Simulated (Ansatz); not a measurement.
A scan (energy over volume and axial ratio; atoms clamped) gave these values. Calculation: PBE (plane waves to 420 eV, PAW, scalar-relativistic; Ansatz, a program for electronic structure).

* **Shear modulus C′ = (C11 − C12)/2 (fit, atoms clamped)**: 225 GPa

### Question
Of these crystals, all scanned alike, which one is it?
A. PbSe (rock salt)
B. KTaO₃ (cubic perovskite)
C. HfO₂ (fluorite)
D. ZnSe (zinc blende)

### Answer
C, HfO₂ (fluorite). The others have, for the shear modulus C′ = (C11 − C12)/2: ZnSe 17 GPa, PbSe 51 GPa, KTaO3 170 GPa

All were relaxed with their symmetry unable to fall. HfO2 is run without spin polarisation. KTaO3 is run without spin polarisation. Spin-orbit coupling is left out. The PAW data are Ansatz's earlier set. This is a high-temperature form of HfO2.

(A scan under strain: stresses follow from slopes of the energy per volume, elastic moduli from its curvatures.)
